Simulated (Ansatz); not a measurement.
A: GaP (zinc blende), a = 5.438 Å, b = 5.438 Å, c = 5.438 Å, α = 90.00°, β = 90.00°, γ = 90.00°
B: TaN (rock salt), a = b = c = 4.3756 Å, α = β = γ = 90.00°
C: MgSe (rock salt), a = b = c = 5.450 Å, α = β = γ = 90.00°

Scan: energy over volume and axial ratio (atoms clamped). All come from one method, each on a k mesh of its own. All were relaxed with their symmetry unable to fall. Spin-orbit coupling is left out. TaN is run without spin polarisation. This is a high-temperature form of TaN.

Task: Order them by shear modulus C′ = (C11 − C12)/2 (fitted) (highest first) at the level PBEsol (plane waves to 420 eV, PAW, scalar-relativistic; Ansatz, a quantum-chemistry and plane-wave program).

Result: B (318 GPa), C (46 GPa), A (37 GPa)

(A scan under strain: stresses follow from slopes of the energy per volume, elastic moduli from its curvatures.)
